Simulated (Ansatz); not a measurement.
## In₂Ga₃As₅ (I-4m2)

Level of theory: DFT PBE, scalar-relativistic, plane waves, PAW in Ansatz 0.2.0.

Cutoff 420 eV; k points 12×12×12 on the computed 10-atom cell (Γ-centred); Gaussian smearing, width 0.10 eV; no spin polarisation.

The structure is relaxed at this level of theory with its symmetry kept, and needn't be the ground state of this composition.

Space group I-4m2 (No. 119), tetragonal, a = 4.178 Å, c = 29.768 Å. Around In lie 4 As at 2.65 Å; around Ga on a site of symmetry -4m2 lie 4 As at 2.51 Å; Ga on a site of symmetry 2mm has 4 As at 2.51–2.52 Å; As on a site of symmetry 2mm is surrounded by 2 Ga at 2.51 Å and 2 In at 2.65 Å; As on a second site of symmetry 2mm has 2 Ga at 2.51 Å and 2 In at 2.65 Å; around As on a site of symmetry -4m2 lie 4 Ga at 2.52 Å.

| Quantity | Value |
| --- | --- |
| Volume per atom | 25.99 Å³ |
| Formation energy from the elements' standard states (uncorrected) | -0.290 eV/atom |
| Kohn–Sham band gap | zero, with almost no states at the Fermi level |
| Density of states at the Fermi level | 0.0 states/eV per cell |
| Orbital (Löwdin) character within 0.5 eV of the Fermi level | As 4p 82 %, In 5p 9 % |
| Bader charge by site (e) | In (2 in the cell) 0.73, Ga (1 in the cell) 0.68, Ga (2 in the cell) 0.67, As (2 in the cell) -0.71, As (2 in the cell) -0.70, As (1 in the cell) -0.66 |

The cell was found from a structure generator's guess, not taken from experiment. Löwdin shares on free-atom orbitals overweight diffuse shells.
